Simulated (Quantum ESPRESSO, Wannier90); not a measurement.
## BeTe (zinc blende), plane waves to Wannier functions

Cell from Materials Project (mp-252), symmetrised, no further relaxation. COD (Crystallography Open Database) has an entry of this formula and space group (matched by these alone). Computed values, not measurements, from PBEsol: Quantum ESPRESSO (norm-conserving PseudoDojo potentials, cutoff 71 Ry, spinors with spin-orbit coupling) on a Γ-centred 8×8×8 mesh, then Wannier90. Density: 10×10×10 mesh, cold smearing 0.01 Ry.

```
begin unit_cell_cart
ang
    0.0000000000    2.8314600000    2.8314600000
    2.8314600000    0.0000000000    2.8314600000
    2.8314600000    2.8314600000    0.0000000000
end unit_cell_cart
mp_grid = 8 8 8
```

Neighbour vectors b of the finite-difference formula (Å⁻¹), by shell:

| shell | b_x | b_y | b_z |
|---|---|---|---|
| 1 | 0.13869 | 0.13869 | -0.13869 |
| 1 | 0.13869 | -0.13869 | 0.13869 |
| 1 | -0.13869 | 0.13869 | 0.13869 |
| 1 | 0.13869 | 0.13869 | 0.13869 |
| 1 | -0.13869 | -0.13869 | 0.13869 |
| 1 | -0.13869 | 0.13869 | -0.13869 |
| 1 | 0.13869 | -0.13869 | -0.13869 |
| 1 | -0.13869 | -0.13869 | -0.13869 |

Problem. Find the weights w_b from the completeness condition Σ_b w_b b_α b_β = δ_αβ.

Solution. Shell 1: Σ b_x² = 0.154, Σ b_y² = 0.154, Σ b_z² = 0.154 Å⁻²
Each of the three diagonal sums, weighted, has to give 1 and the off-diagonal ones 0, which holds for w_1 = 6.50 Å². Check on xx: 6.50×0.154 = 1.00.

On this mesh the 8 functions of bands 13-20 (valence bands; start: atomic waves Te 5p, Te 5s, conv_tol = 1.0e-6) end with spreads 1.9524, 1.9524, 1.9524, 1.9525, 1.9524, 1.9524, 1.9525, 1.9524 Å², Ω_I = 14.1249 Å² and Ω_D = 0.0024 Å².

Ω_total is the sum of the spreads, 15.619 Å². Ω_OD = Ω_total − Ω_I − Ω_D = 1.492 Å². Only (Ω_D + Ω_OD)/Ω_total = 9.6 % depends on the gauge, and another start could lower the total by that share at most. The rms radius is √(Ω_total/8) = 1.40 Å.
